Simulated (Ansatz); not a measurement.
A crystal of cell content C8H12Cl12 at more than one level of theory

Plane-wave PAW calculations in Ansatz, scalar-relativistic unless spin-orbit coupling is named; Γ-centred meshes, relaxations with the symmetry kept. Pressure is positive in compression. No spin polarisation at the first level.

Settings: cutoff 420 eV, Γ-centred mesh 4×4×2 on the computed 32-atom cell, Gaussian smearing of 0.02 eV; no spin polarisation.

Structure relaxed with PBE+D3(BJ):

```
H C Cl
1.0
     5.12183    0.00000    0.00837
     0.00000    8.58135    0.00000
    -0.49419    0.00000   11.52779
H C Cl
12 8 12
Direct
  0.94173 0.30311 0.14990
  0.05827 0.80311 0.35010
  0.05827 0.69689 0.85010
  0.94173 0.19689 0.64990
  0.55616 0.17865 0.32743
  0.44384 0.67865 0.17257
  0.44384 0.82135 0.67257
  0.55616 0.32135 0.82743
  0.72394 0.36223 0.33611
  0.27606 0.86223 0.16389
  0.27606 0.63777 0.66389
  0.72394 0.13777 0.83611
  0.76511 0.24218 0.17485
  0.23489 0.74218 0.32515
  0.23489 0.75782 0.82515
  0.76511 0.25782 0.67485
  0.73211 0.24200 0.30460
  0.26789 0.74200 0.19540
  0.26789 0.75800 0.69540
  0.73211 0.25800 0.80460
  0.49277 0.34635 0.10971
  0.50723 0.84635 0.39029
  0.50723 0.65365 0.89029
  0.49277 0.15365 0.60971
  0.77962 0.05027 0.11595
  0.22038 0.55027 0.38405
  0.22038 0.94973 0.88405
  0.77962 0.44973 0.61595
  0.00604 0.15069 0.37893
  0.99396 0.65069 0.12107
  0.99396 0.84931 0.62107
  0.00604 0.34931 0.87893
```

Task: What changes with r2SCAN+D3(BJ) (relaxed anew)?

Result:
```json
{"level": "PBE+D3(BJ)", "cell": "relaxed", "cutoff (eV)": "420", "k mesh": "4×4×2", "primitive cell": "a = 5.12 Å, b = 8.58 Å, c = 11.54 Å, α = 90.00°, β = 92.36°, γ = 90.00°", "V (Å³/atom)": "15.8", "P (GPa; residual where relaxed)": "0.00", "gap on mesh (eV)": "4.96"}
{"level": "r2SCAN+D3(BJ)", "cell": "relaxed", "cutoff (eV)": "500", "k mesh": "4×4×2", "primitive cell": "a = 5.11 Å, b = 8.42 Å, c = 11.35 Å, α = 90.00°, β = 92.28°, γ = 90.00°", "V (Å³/atom)": "15.3", "P (GPa; residual where relaxed)": "0.00", "gap on mesh (eV)": "5.50"}
```

The start is a cell measured at 100 K (doi:10.1039/b807372d), with 15.61 Å³ an atom; a static calculation leaves out thermal expansion, so the difference isn't the functional's error alone.

The D3 damping used with r2SCAN was fitted together with a three-body term that is left out here.

Cost: 2 runs of about 31 core-minutes in all, on Arm Neoverse V1 (shared hosts).